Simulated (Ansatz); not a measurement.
Ru$_{2}$C:
```
CELL_PARAMETERS angstrom
      2.80680     0.00000     0.00000
     -1.40340     2.43076     0.00000
      0.00000     0.00000     4.99797
ATOMIC_POSITIONS crystal
  C  0.00000 0.00000 0.00000
  Ru 0.33333 0.66667 0.26431
  Ru 0.66667 0.33333 0.73569
```

Relaxed with PBE. Special points in fractions of this cell's reciprocal vectors: Γ (0.000, 0.000, 0.000); M (0.500, 0.000, 0.000); K (0.333, 0.333, 0.000); A (0.000, 0.000, 0.500); L (0.500, 0.000, 0.500); H (0.333, 0.333, 0.500).

**Question.** List the band energies nearest the Fermi level at these points for the program Ansatz at the PBE level (PAW).

**Answer.** In eV from the Fermi level; about four levels below and three above (degenerate sets whole), none deeper than 8.9 eV; … stands for higher levels left out; points with the same levels are listed once.

```
k                          below                above
-  -----------------------------  -------------------
Γ        -1.27 -1.27 -0.83 -0.83               0.23 …
M        -5.45 -4.81 -3.16 -2.32       0.12 0.42 0.72
K  -3.50 -3.50 -0.66 -0.55 -0.55       1.91 1.91 1.97
A        -0.56 -0.56 -0.47 -0.47               1.58 …
L        -2.36 -2.06 -1.55 -1.34       0.85 0.92 0.99
H        -3.72 -3.01 -3.01 -1.50  0.14 0.14 1.41 1.41
```

Space group P-3m1. The cell is a constructed one: a structure type filled with these elements; neither database checked (COD, Materials Project) lists it. Whether it is the stable phase at ambient conditions was not checked. The cell was relaxed with PBE under the symmetry of its start; its stability against distortions is not shown here. The run is not spin-polarised. Spin–orbit coupling is left out wherever it is not named.

Potentials: the earlier of the program's two PAW sets.
